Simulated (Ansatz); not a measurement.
Values for one crystal, relaxed and computed with plane-wave PAW r²SCAN (Ansatz code); other levels are named.

| Quantity | Result |
|---|---|
| Volume per atom | 18.10 Å³ |
| Electronic character | metallic (no gap) |
| Zone-centre stability | no imaginary mode at Γ |
| Pressure derivative B′ | 4.0 |
| Formation energy from the elements (no fitted shifts) | -0.89 eV/atom |
| Highest zone-centre frequency | 393 cm^-1 |
| Density of states at the Fermi level | 0.50 states/eV per atom (mean over ±0.08 eV) |

### Question
Which of these materials gives this?
A) SiRu, CsCl type
B) CoSi2, fluorite or antifluorite type
C) TePd, Cmcm (Te on 4c, Pd on 4c)
D) ScSi, Cmcm (Sc on 4c, Si on 4c)

### Answer
D, ScSi, Cmcm (Sc on 4c, Si on 4c)

The first step of the workflow began from a Materials Project structure, measured or hypothetical; the Crystallography Open Database copy checked does not list it. Its standing as an ambient phase is unchecked. The r²SCAN relaxation kept the symmetry of its start. The run is not spin-polarised. As this level gives no gap, phonon frequencies hold no LO–TO term and depend on the k-mesh and smearing (Fermi–Dirac, 0.1 eV here). The references are the lowest solids computed at this level, not always the standard phases.

Potentials: the earlier of the program's two PAW sets.
